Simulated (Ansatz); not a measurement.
Cu (fcc, Cu type)

```
Cu
1.0
    0.00000     1.81484     1.81484
    1.81484     0.00000     1.81484
    1.81484     1.81484     0.00000
Cu
1
Direct
  0.00000   0.00000   0.00000
```

The slice is a {110} plane (indices of the conventional cell) through the point (0.000, 0.000, 0.000) (fractional), spanned by u = [100] and v = [1 -1 -1] in vectors of this cell: u (2.57 Å) and v (3.63 Å, at 90° to u). It covers one period; positions are fractions (u, v).

Level of theory: PBE (plane waves to 420 eV, PAW, scalar-relativistic; Ansatz, a first-principles code). k mesh 22×22×22. These are valence fields of a PAW run, semicore shells included where kept as valence: close to a nucleus they are smooth pseudo fields. Cu is run without spin polarisation. Cu was relaxed with its symmetry unable to fall.

### Question
What is the valence density on the shortest Cu–Cu line in this plane (2.57 Å), at its midpoint?

### Answer
0.27 e/Å³.

### Question
What is the ELF at the midpoint of the shortest Cu–Cu line in this plane (2.57 Å)?

### Answer
0.2.

### Question
Sketch the electrostatic potential energy of an electron, from the cell's mean on this plane as a map.

### Answer
```
v \ u  0.00  0.18  0.35  0.53  0.71  0.88
-----  ----  ----  ----  ----  ----  ----
0.88      x     x   4.8   8.9     x     x
0.75      x   4.9   9.2  10.1   8.2     x
0.62   10.6  10.3   9.5   9.1   9.8  10.5
0.50   11.8  10.9   8.9   8.0   9.6  11.4
0.38   10.6  10.3   9.5   9.1   9.8  10.5
0.25      x   4.9   9.2  10.1   8.2     x
0.12      x     x   4.8   8.9     x     x
0.00      x     x     x   7.7     x     x
```

Values: electrostatic potential energy of an electron, from the cell's mean, in eV. Points within 1 Å of a nucleus are blanked (x), as the pseudised field means little there. The zero, the cell's mean, hangs on the PAW cores.
